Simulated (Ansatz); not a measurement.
Input:

B4C:
```yaml
crystal:
  lattice:
    - [2.81619, 1.62593, 4.02535]
    - [-2.81619, 1.62593, 4.02535]
    - [0.00000, -3.25185, 4.02535]
  atoms:
    - { symbol: B, position: [0.30846, 0.80643, 0.80643] }
    - { symbol: B, position: [0.69154, 0.19357, 0.19357] }
    - { symbol: B, position: [0.80643, 0.30846, 0.80643] }
    - { symbol: B, position: [0.19357, 0.69154, 0.19357] }
    - { symbol: B, position: [0.80643, 0.80643, 0.30846] }
    - { symbol: B, position: [0.19357, 0.19357, 0.69154] }
    - { symbol: B, position: [0.67024, 0.99407, 0.99407] }
    - { symbol: B, position: [0.32976, 0.00593, 0.00593] }
    - { symbol: B, position: [0.99407, 0.67024, 0.99407] }
    - { symbol: B, position: [0.00593, 0.32976, 0.00593] }
    - { symbol: B, position: [0.99407, 0.99407, 0.67024] }
    - { symbol: B, position: [0.00593, 0.00593, 0.32976] }
    - { symbol: C, position: [0.60976, 0.60976, 0.60976] }
    - { symbol: C, position: [0.39024, 0.39024, 0.39024] }
    - { symbol: C, position: [0.50000, 0.50000, 0.50000] }
```

This is the r²SCAN-relaxed structure.

All from the program Ansatz at the r²SCAN level (PAW), unless another level is named. Predict the highest zone-centre frequency (without LO–TO term).

1726 cm⁻¹.

Next, the Young's modulus?

446 GPa.

Space group R-3m. The first step of the workflow began from a Materials Project structure, measured or hypothetical; the Crystallography Open Database copy checked does not list it. Whether it is the stable phase at ambient conditions was not checked. Symmetry was held in the r²SCAN relaxation; whether a distortion lowers the energy is not shown.

Potentials: the later of the program's two PAW sets.
